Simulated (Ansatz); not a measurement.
This run works on a proposed trial structure, not on a known crystal.

Input and command of a plane-wave DFT calculation in Ansatz:

```yaml
crystal:
  lattice:
    - [3.7917624817, 0.0, 0.0]
    - [0.0, 3.7917624817, 0.0]
    - [0.0, 0.0, 18.4113191163]
  atoms:
    - { symbol: Sc, position: [0.0, 0.5, 0.9329974963] }
    - { symbol: Sc, position: [0.5, 0.0, 0.0670025037] }
    - { symbol: In, position: [0.5, 0.0, 0.3362655862] }
    - { symbol: In, position: [0.5, 0.0, 0.5524509436] }
    - { symbol: In, position: [0.0, 0.5, 0.2373209517] }
    - { symbol: In, position: [0.5, 0.0, 0.7626790483] }
    - { symbol: In, position: [0.0, 0.5, 0.6637344138] }
    - { symbol: In, position: [0.0, 0.5, 0.4475490564] }
    - { symbol: As, position: [0.5, 0.0, 0.9179008227] }
    - { symbol: As, position: [0.0, 0.5, 0.0820991773] }
basis:
  ecutwfc: 500
kpoints:
  mp_grid: { grid: [8, 8, 2] }
hamiltonian:
  xc: r2scan
scf:
  occupations: { method: gaussian, width: 0.1 }
output:
  forces: true
  stress: true
  eigenvalues: true
```

```bash
ansatz run input.yaml --threads 1 --pin off --max-ram 2560MiB --backend cpu --events-out ev --progress --plain --runs-dir out
```

Processor: Intel(R) Xeon(R) Processor @ 2.50GHz (Skylake/Cascade Lake), 1 thread, on a host shared with other jobs.

Problem. Estimate time, memory and problem size.

Solution. About 120 s, peak memory 1.3 GiB. It solves 78 bands at 30 k points (after reduction by symmetry) with about 6691 plane waves, in 10 SCF iterations.
